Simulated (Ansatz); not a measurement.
A geometry of Sb away from equilibrium: step 2 of the relaxation of a relaxed Sb cell, doubled along one cell vector, shaken by Gaussian noise of σ = 0.08 Å a coordinate. The numbers are results of r2SCAN (plane waves to 500 eV, PAW, scalar-relativistic; Ansatz, an electronic-structure program), not measurements. Γ-centred k-mesh 9×9×5 on the run's cell (coarser than for final values), Fermi–Dirac smearing 0.05 eV.

```xyz
4
Lattice="2.0890 1.2001 6.2753 -2.0079 1.1987 6.2490 0.0787 -4.6984 12.5055" Properties=species:S:1:pos:R:3 pbc="T T T"
Sb    -0.0171    -0.0408     2.3427
Sb     0.0065    -2.3697     8.5690
Sb     0.0946     0.0545    16.5813
Sb     0.1127    -2.3715    22.7022
```

Q: What forces act on the atoms (eV/Å)?

A: 
```
atom     Fx     Fy     Fz
----  -----  -----  -----
Sb1    0.15  -0.18  -0.03
Sb2    0.24   0.30   0.87
Sb3   -0.25  -0.44  -0.86
Sb4   -0.15   0.31   0.02
```

Q: What is the pressure?

A: -0.7 GPa, compression positive.

Q: How far above the relaxed end point is this geometry?

A: 0.08 eV/atom; the path ends in R-3m (No. 166) (AFLOW prototype A_hR2_166_c (A7, as in As)).

No spin polarisation in the result.
